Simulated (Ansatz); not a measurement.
Relaxed-ion elastic tensor of Ni3C in space group R-3c (No. 167; Ni on 18e, C on 6b) in GPa (Voigt order), the program Ansatz at the PBEsol level (PAW); density 8.24 g/cm³, 9.48 Å³ per atom.

|  | 1 | 2 | 3 | 4 | 5 | 6 |
|---|---|---|---|---|---|---|
| 1 | 318 | 188 | 177 | -22.9 | 0.0 | 0.0 |
| 2 | 188 | 318 | 177 | 22.9 | 0.0 | 0.0 |
| 3 | 177 | 177 | 312 | 0.0 | 0.0 | 0.0 |
| 4 | -22.9 | 22.9 | 0.0 | 102 | 0.0 | 0.0 |
| 5 | 0.0 | 0.0 | 0.0 | 0.0 | 102 | -22.9 |
| 6 | 0.0 | 0.0 | 0.0 | 0.0 | -22.9 | 65.1 |

**Question.** Is the crystal mechanically stable?

**Answer.** Yes: the smallest eigenvalue of C is 54.1 GPa.

**Question.** Work out the Voigt, Reuss and Hill averages.

**Answer.** K_V = 226, K_R = 226, K_H = 226; G_V = 80.8, G_R = 72.6, G_H = 76.7 GPa.

**Question.** Give Young's modulus, Poisson's ratio, Pugh's ratio and the universal anisotropy index.

**Answer.** E = 9KG/(3K + G) = 207 GPa; ν = 0.35; K/G = 2.94 (ductile by the Pugh limit of 1.75); A_U = 5G_V/G_R + K_V/K_R − 6 = 0.57.

**Question.** Estimate the sound speeds and the Debye temperature.

**Answer.** v_l = √((K + 4G/3)/ρ) = 6310 m/s, v_t = √(G/ρ) = 3050 m/s, mean 3430 m/s; Θ = (h/k)(3n/4πV)^(1/3) v_m = 482 K.

**Question.** How much does each axis shrink under pressure?

**Answer.** Linear compressibilities β_i = Σ_j S_ij (j = 1 to 3): x 1.4, y 1.4, z 1.6 per TPa.

The first step of the workflow began from a Materials Project structure, measured or hypothetical; the Crystallography Open Database files this formula in space group No. 167, but the cells were not matched. Its standing as an ambient phase is unchecked. The cell was relaxed with PBEsol under the symmetry of its start; its stability against distortions is not shown here. The run is not spin-polarised. As this level gives no gap, shear constants depend on the k-mesh and smearing (Fermi–Dirac, 0.1 eV here).

Potentials: the later of the program's two PAW sets.
